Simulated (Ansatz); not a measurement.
A generator proposed this cell of AsPb₂.

```cif
data_structure
_symmetry_space_group_name_H-M 'Fm-3m'
_symmetry_Int_Tables_number 225
_cell_length_a 7.1199
_cell_length_b 7.1199
_cell_length_c 7.1199
_cell_angle_alpha 90.000
_cell_angle_beta 90.000
_cell_angle_gamma 90.000
_cell_volume 360.93
loop_
_atom_site_label
_atom_site_type_symbol
_atom_site_symmetry_multiplicity
_atom_site_Wyckoff_symbol
_atom_site_fract_x
_atom_site_fract_y
_atom_site_fract_z
_atom_site_occupancy
As1 As 4 a 0.00000 0.00000 0.00000 1
Pb1 Pb 8 c 0.25000 0.75000 0.75000 1
```

Method: DFT PBE, scalar-relativistic, plane waves, PAW (Ansatz 0.2.0). Plane waves to 420 eV, a k mesh through Γ of 4×4×4 on the computed 3-atom cell and Gaussian smearing (0.10 eV); no spin polarisation.

The zero of energy is the elements' standard structures at the same level; no fitted shifts are applied.

Q: Estimate its pressure, forces and energy as it stands.

A: The pressure is 2.8 GPa (it wants to expand), the largest force is 0.00 eV/Å (symmetry fixes the atoms), and the energy is +0.13 eV/atom against the elements. The shortest distance is 3.08 Å.

Q: Is it a good guess?

A: A good one: relaxing gains under 0.1 eV/atom (the start's value is from the coarse mesh, so the gain is rough) in 7 ionic steps and ends at +0.11 eV/atom on the finer mesh. The symmetry stays Fm-3m (No. 225). The end has the fluorite type. The volume per atom grows by 6.8 %, from 30.1 to 32.1 Å³. The shortest distance goes from 3.08 Å (As–Pb) to 3.15 Å (As–Pb). Conventional cell: a = 7.278 Å. As is surrounded by 8 Pb at 3.15 Å; Pb is surrounded by 4 As at 3.15 Å and 6 Pb at 3.64 Å.

The last run used a 12×12×12 mesh for its 3-atom cell and Gaussian smearing of 0.10 eV. These runs have no spin–orbit coupling, which can matter for Pb. An odd number of electrons in the primitive cell allows no gap without spin; a larger cell or a magnetic state could open one. The cell is a metal run without spin; a magnetic state may lie lower. The reference form of As is held partly by dispersion forces, which this level lacks. The relaxation can't lower the symmetry of the start, and the grade says only how near the guess is to its own end. A structure relaxed within its symmetry needn't be a true minimum.
